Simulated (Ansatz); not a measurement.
Input and output of a one-shot G0W0 calculation on SnSe2 built on the CdI2 prototype (Ansatz 0.2.0, G0W0@PBE with 339 empty bands, a screening cutoff of 150 eV and a 6×6×2 mesh). The cell was relaxed with r2SCAN+rVV10 and then strained, so it isn't that functional's minimum.

```yaml
crystal:
  lattice:
    - [3.8634008231, 0.0, 0.0]
    - [-1.9317004116, 3.3458032578, 0.0]
    - [0.0, 0.0, 6.289349855]
  atoms:
    - { symbol: Sn, position: [0.0, 0.0, 0.0] }
    - { symbol: Se, position: [0.3333333333, 0.6666666667, 0.2490884629] }
    - { symbol: Se, position: [0.6666666667, 0.3333333333, 0.7509115371] }
kpoints:
  mp_grid: { grid: [6, 6, 2] }
hamiltonian:
  xc: pbe
scf:
  occupations: { method: fixed }
gw:
  n_empty_bands: 339
  ecut_chi: 150
  qp_bands: [v2, c2]
  qp_kpoints: band_edges
  screening: { model: contour_deformation }
```

The output follows, shortened, with numbered blanks.
```
Pseudopotential: Sn, paw, valence charge 14, recommended cutoff 420 eV (normal)
Pseudopotential: Se, paw, valence charge 16, recommended cutoff 420 eV (normal)
Functional definition: PBE
Crystal: 3 atoms, lattice volume = 81.297 Å³
Basis set: ecut = 420 eV, 1605 PW (Γ)
Bands: 28, of which v1, the nominal top of the filled ones, is band 23 counted from 1 (22 counted from 0)
Symmetry: 12 space group operations
Space group: P-3m1 (ITA 164)
k-points: 14 of 72
preconditioner: auto → Resta (q_TF=auto, 2.481 Å⁻¹)  ε∞=2.7  [insulator: Δε(μ)=0.839 eV  ℏωp=21.0 eV]
SCF 1 converged in 6 iterations: F = -16963.366688 eV  dr2 = 2.71e-8
SCF converged after 6 iterations
Free energy (F): -16963.366688 eV
Fermi energy:    7.291308 eV
--- G₀W₀: contour deformation, 7 samples at zero and on the imaginary axis and 2 off it, 72 q-points, 339 empty bands' worth ---
    ik  band        ε_KS         Σx   Σc(E_QP)       V_xc       Z   E_QP_lin       E_QP  E_QP is
     0    22      7.0517   -17.3942     1.5232   -15.3544  0.7155  [1]
     0    23      7.2746   -17.7990     1.8477   -15.3729  0.7173     6.6793     6.6962  root
     0    24      8.2873   -11.6096    -3.1890   -14.7999  0.7623     8.2887     8.2887  root
     0    25     10.3526    -8.1300    -4.0276   -12.1866  0.7707    10.3817    10.3817  root
     1    22      7.1873   -17.4700     1.4380   -15.5130  0.7198     6.6558     6.6682  root
     1    23      7.1873   -17.4700     1.4380   -15.5130  0.7198     6.6558     6.6682  root
     1    24      9.6296   -12.1724    -3.6043   -15.8280  0.7339     9.6810     9.6807  root
     1    25     10.2664    -8.4014    -4.0322   -12.4713  0.7722    10.3041    10.3041  root
     2    22      7.2810   -17.6301     1.7735   -15.2830  0.7174     6.6911     6.7074  root
     2    23      7.2913   -17.5151     1.4507   -15.5330  0.7216     6.7475     6.7598  root
     2    24      9.4834   -12.2458    -3.5320   -15.8195  0.7299     9.5252     9.5251  root
     2    25     11.0234    -8.2267    -4.2055   -12.4690  0.7653    11.0602    11.0601  root
     3    22      6.2381   -16.8341     1.8933   -14.4107  0.6962     5.6875     5.7081  root
     3    23      7.1390   -17.3445     1.5220   -15.2912  0.7180     6.5944     6.6078  root
     3    24      9.4569   -11.4964    -3.5972   -15.1339  0.7349     9.4974     9.4972  root
     3    25     11.4067    -9.1037    -4.3155   -13.4905  0.7649    11.4779    11.4779  root
     4    22      6.8381   -16.9549     1.8133   -14.5781  0.7088     6.2559     6.2747  root
     4    23      7.1845   -17.4987     1.5406   -15.4176  0.7187     6.6301     6.6440  root
     4    24      8.8103   -11.0355    -3.3946   -14.4263  0.7434     8.8066     8.8066  root
     4    25     11.2774    -8.3067    -4.2201   -12.5704  0.7670    11.3210    11.3209  root
     5    22      6.3025   -16.7218     2.1433   -14.0157  0.6886     5.7146     5.7397  root
     5    23      6.8822   -17.2101     1.6891   -14.9803  0.7103     6.3244     6.3415  root
     5    24      8.5319   -10.9655    -3.2915   -14.2481  0.7468     8.5230     8.5230  root
     5    25     11.7528    -8.0949    -4.2855   -12.4136  0.7602    11.7860    11.7860  root
     6    22      6.2591   -16.0964     1.9258   -13.6370  0.6931     5.7029     5.7255  root
     6    23      7.0910   -17.4863     1.5977   -15.3448  0.7163     6.5320     6.5473  root
     6    24      8.4623   -11.3667    -3.1332   -14.4538  0.7463     8.4162     8.4162  root
     6    25     11.1274    -7.8890    -4.1447   -12.0546  0.7700    11.1483    11.1483  root
     7    22      6.6060   -16.8550     1.9034   -14.3923  0.7009     6.0279     6.0466  root
     7    23      6.7500   -17.1760     1.7672   -14.8658  0.7049  [2]
     7    24      8.1205   -11.1822    -3.0707   -14.2137  0.7465     8.0813     8.0812  root
     7    25     11.5831    -7.7146    -4.1518   -11.8660  0.7624    11.5828    11.5828  root
     8    22      6.2225   -16.5330     1.8413   -14.1819  0.6892     5.6938     5.7127  root
     8    23      7.2155   -17.4311     1.7300   -15.1305  0.7167  [3]
     8    24      9.4193   -11.5909    -3.6560   -15.2945  0.7268  [4]
     8    25     12.2555    -8.5974    -4.6793   -13.3694  0.7394    12.3486    12.3483  root
  […]
```

The points are ik 0 = (0, 0, 0) (Γ), ik 1 = (0, 0, -1/2) (A), ik 2 = (0, 1/6, 0), ik 3 = (0, 1/6, -1/2), ik 4 = (0, 1/3, 0), ik 5 = (0, 1/3, -1/2), ik 6 = (0, -1/2, 0) (M), ik 7 = (0, -1/2, -1/2) (L), ik 8 = (1/6, 1/6, 0), ik 11 = (1/6, 1/3, -1/2), ik 12 = (1/3, 1/3, 0) (K), ik 13 = (1/3, 1/3, -1/2) (H); band 23 is the last filled one.

Question: Fill in the blanks. They hold quasiparticle rows.

Answer:
```
[1]
     0    22      7.0517   -17.3942     1.5232   -15.3544  0.7155     6.5214     6.5352  root
[2]
     7    23      6.7500   -17.1760     1.7672   -14.8658  0.7049     6.1897     6.2070  root
[3]
     8    23      7.2155   -17.4311     1.7300   -15.1305  0.7167     6.6285     6.6449  root
[4]
     8    24      9.4193   -11.5909    -3.6560   -15.2945  0.7268     9.4670     9.4668  root
```
Only the leading digits can be foreseen; the rest is this run's record.

The quasiparticle gap on this mesh is 1.32 eV (Γ–M (0.33 of the way from Γ) to L), against 0.83 eV from PBE: +0.49 eV. Renormalisation factors Z lie between 0.67 and 0.77. No extrapolation in bands, cutoff or mesh was made for G0W0.

Wall time 15 s on 1 × NVIDIA H100 80GB HBM3 with 2 threads of AMD EPYC 7R13 Processor (Zen 3) (shared host), load about 0.6 per core; peak host memory 1.7 GiB.

Calculated for a static, non-magnetic cell.

Spin-orbit coupling is left out, which matters wherever the heavy atoms make up the band edges.

For so narrow a gap this mesh doesn't settle the screening, and the bands and cutoff are finite.
